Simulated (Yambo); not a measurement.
Yambo run on LuPO4 (space group I4_1/amd, No. 141). The wavefunctions are norm-conserving PBEsol (Quantum ESPRESSO, 100 Ry, no spin-orbit coupling) ones on a 2×2×2 mesh (54 occupied bands); a = b = c = 5.6052 Å, α = β = 106.16°, γ = 116.32°.

Yambo input:

```
rim_cut
gw0
dyson
el_el_corr
HF_and_locXC
ppa
em1d
RandQpts= 1000000
RandGvec= 1 Ry
EXXRLvcs= 100 Ry
VXCRLvcs= 400 Ry
Chimod= "HARTREE"
% BndsRnXp
 3 | 222 |
%
NGsBlkXp= 7 Ry
% LongDrXp
 1.0 | 1.0 | 1.0 |
%
PPAPntXp= 27.2114 eV
% GbndRnge
 1 | 154 |
%
GTermKind= "none"
DysSolver= "n"
ExtendOut
% QPkrange
 1 | 1 | 54 | 55 |
%
```

k points by index: 1 = Γ.

Table of the .qp output:

```
#    K-point    Band    Eo [eV]    E [eV]    E-Eo [eV]    Vxc [eV]    Vnlxc [eV]    Sc|Eo [eV]    Sc|E [eV]    dSc/dw|Eo [eV]    Re(Z)    Im(Z)
#
    1    54    0.000000    -0.737325    -0.737325    -20.09143    -25.80149    4.805629    4.972735    -6.166290    0.815256    -0.995721E-3
    1    55    6.219399    7.652783    1.433384    -13.63082    -8.434375    -3.525785    -3.763066    -4.504313    0.857978    -0.749693E-3
```
(The two width columns are left out.) Convergence of these settings isn't established.

Geometry of the Materials Project entry, not relaxed at this level.
